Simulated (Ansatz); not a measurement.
Ta$_{4}$N$_{3}$ (I4/mmm): electronic heat capacity and spin susceptibility from the density of states

Method: DFT PBEsol, scalar-relativistic, plane waves, PAW in Ansatz.

Plane waves to 420 eV, a k mesh through Γ of 12×12×12 on the computed 7-atom cell and Gaussian smearing (0.10 eV); no spin polarisation.

Relaxed cell: I4/mmm, a = 4.357 Å, b = 4.357 Å, c = 8.545 Å, α = 90.00°, β = 90.00°, γ = 90.00°, 7 atoms in the primitive cell. Whether it is the stable form of this composition wasn't checked.

The density of states at the Fermi level is 2.179 states/eV in the cell of 7 atoms (1 formula unit; both spins, tetrahedra on a 18×18×18 mesh). Averaged over bins of 0.1 eV the density runs from 1.9 to 3.7 states/eV within 0.2 eV of the Fermi level, so the figure hangs on the exact place of that level.

What Sommerfeld coefficient and Pauli susceptibility does this give?

Per formula unit N(E_F) = 2.179 states/eV. γ = (π²/3) k_B² N(E_F) N_A = 2.357 mJ/(mol K²) per state/eV, so γ = 5.1 mJ/(mol K²), a mole of formula units. χ_P = μ_B² N(E_F) N_A = 3.23×10⁻⁵ emu/mol per state/eV gives 7.0×10⁻⁵ emu/mol. This is the bare band result: a measured γ of the same phase is as a rule larger by a factor 1 + λ from phonons and spin fluctuations, the spin part of χ is larger by the Stoner factor, and a measured χ also holds orbital and core terms. N(E_F) at one energy is sensitive to the mesh where the density of states has sharp peaks.

Spin-orbit coupling is left out, which matters for the bands of heavy elements.

Cost: 1 run of about 4 core-minutes, on Arm Neoverse V2 (shared hosts).